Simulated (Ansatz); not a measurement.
ZrN:
```
CELL_PARAMETERS angstrom
      0.00000     2.29754     2.29754
      2.29754     0.00000     2.29754
      2.29754     2.29754     0.00000
ATOMIC_POSITIONS crystal
  Zr 0.50000 0.50000 0.50000
  N  0.00000 0.00000 0.00000
```

Relaxed with PBE. Special points in fractions of this cell's reciprocal vectors: Γ (0.000, 0.000, 0.000); X (0.500, 0.000, 0.500); U (0.625, 0.250, 0.625); K (0.375, 0.375, 0.750); L (0.500, 0.500, 0.500); W (0.500, 0.250, 0.750).

Task: List the band energies nearest the Fermi level at these points for DFT-PBE with spin–orbit coupling in the program Ansatz with PAW potentials.

Result: In eV from the Fermi level; about four levels below and three above (degenerate sets whole), none deeper than 8.9 eV; points with the same levels are listed once.

| k | below | above |
|---|---|---|
| Γ | -0.37 -0.37 -0.37 -0.37 -0.30 -0.30 | 1.62 1.62 1.62 1.62 |
| X | -3.15 -3.15 -3.05 -3.05 | 3.39 3.39 4.48 4.48 |
| U | -4.38 -4.38 -0.65 -0.65 | 3.42 3.42 3.69 3.69 |
| L | -5.61 -5.61 -5.60 -5.60 | 3.02 3.02 3.09 3.09 |
| W | -4.76 -4.76 -4.61 -4.61 | 1.05 1.05 1.08 1.08 |

Space group Fm-3m (rock salt). The PBE relaxation kept the symmetry of its start. The run is not spin-polarised. With an odd number of electrons in the cell and no spin polarisation, the count alone makes it a metal.

Potentials: the earlier of the program's two PAW sets.
